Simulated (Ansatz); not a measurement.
Input:

Starting cell, PtSe2 (CdI2 type):

```
CELL_PARAMETERS angstrom
      3.77238     0.00000     0.00000
     -1.88619     3.26698     0.00000
      0.00000     0.00000     4.81834
ATOMIC_POSITIONS crystal
  Pt 0.00000 0.00000 0.00000
  Se 0.66667 0.33333 0.26556
  Se 0.33333 0.66667 0.73444
```

In this cell atom 1 (Pt, nearest neighbour Se at 2.526 Å; its periodic images, 3.8 Å or more away, move with it) is moved by s towards the nearest neighbour, unit vector (0.747, 0.431, 0.507); all other atoms and the cell stay fixed.

Level of theory: PBE-D3(BJ) (plane waves to 420 eV, PAW, scalar-relativistic; Ansatz, a program for electronic structure). k mesh 11×11×8 (Γ-centred), Fermi-Dirac smearing 0.05 eV. E stands for the smeared free energy. Left out: 4 of 11 points, with atoms too close for the PAW data. With partly filled bands, energies and forces of such displacements shift with the k mesh and the smearing. PtSe2 is run without spin polarisation. PtSe2 was relaxed with its symmetry unable to fall. Spin-orbit coupling is left out, though Pt is heavy. ΔE is measured from the undisplaced structure.

The scan covers s from -0.456 to 0.456 Å in 7 points.

Q: Is the energy the same for equal positive and negative displacements?

A: Even: the same for both signs. With its periodic images moving along, the atom's site symmetry in this cell is -3m..

Q: What is the energy change at s = 0.456 Å?

A: 1814 meV/cell.

Q: What force acts on the atom along the line at s = -0.456 Å?

A: 9.42 eV/Å.

Q: What is the force constant k = d²E/ds² of this move at s = 0?

A: 14.5 eV/Å².

(A displaced cell: forces are minus the slopes of the energy, force constants its curvatures, and phonons follow from these.)
